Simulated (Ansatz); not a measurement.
One crystal and one scan (energy against volume) at two levels, r2SCAN (plane waves to 500 eV, PAW, scalar-relativistic; Ansatz, a first-principles code) and PBEsol (plane waves to 420 eV, PAW, scalar-relativistic; Ansatz), each from its own relaxed cell and on its own mesh. The cell shown is that of r2SCAN.

BaTiO3 (cubic perovskite)

```xyz
5
Lattice="3.9940 0.0000 0.0000 0.0000 3.9940 0.0000 0.0000 0.0000 3.9940" Properties=species:S:1:pos:R:3 pbc="T T T"
Ba     0.0000     0.0000     0.0000
Ti     1.9970     1.9970     1.9970
O      0.0000     1.9970     1.9970
O      1.9970     1.9970     0.0000
O      1.9970     0.0000     1.9970
```

Equation-of-state scan: isotropic scaling of the cell above, V₀ being its volume. Symmetry pins the atoms to their sites.

Energies are smeared free energies. BaTiO3 is run without spin polarisation. BaTiO3 was relaxed with its symmetry unable to fall. This is a high-temperature form of BaTiO3. Percentages come from the unrounded values.

Results of r2SCAN:

Lattice constant a (Å): 3.994
Bulk modulus B₀ (third-order Birch-Murnaghan fit) (GPa): 180.5

Question: Estimate the PBEsol values.

Answer: 
```csv
quantity,PBEsol,r2SCAN − PBEsol
Lattice constant a (Å),3.970,+0.024 (+0.6 %)
Bulk modulus B₀ (third-order Birch-Murnaghan fit) (GPa),179.8,+0.7 (+0.4 %)
```

r2SCAN gives the higher value for: lattice constant a. They agree on: bulk modulus B₀ (within 1.5 %). Neither level is exact: the differences show how much the result hangs on the functional.

(A scan under strain: stresses follow from slopes of the energy per volume, elastic moduli from its curvatures.)
